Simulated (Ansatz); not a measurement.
PbSe (rock salt), relaxed with PBE+D3(BJ) (Ansatz, a first-principles code, plane waves, PAW): a = b = c = 6.133 Å, α = β = γ = 90.00°.

- gap (eV) = 0.31
- ΔH_f (eV/atom) = -0.56
- highest Γ mode, no LO–TO term (cm⁻¹) = 48
- electron conductivity mass (mₑ) = 0.12

The same phase is relaxed and computed with r²SCAN+D4 in the same code. What are the cell and these values now?

a = 6.1521 Å, b = 6.1521 Å, c = 6.1521 Å, α = 90.00°, β = 90.00°, γ = 90.00°.

gap (eV): 0.62
ΔH_f (eV/atom): -0.68
highest Γ mode, no LO–TO term (cm⁻¹): 36
electron conductivity mass (mₑ): 0.15

All cells were relaxed under the symmetry of their starts (and spin orders); stability against distortions was not tested throughout. Scalar-relativistic: spin–orbit coupling is off unless named, which matters more the heavier the elements.

Potentials: the later of the program's two PAW sets.

Ansatz is a plane-wave DFT program.

Formation energies count from the lowest solids of the elements computed at the same level, not from gases.
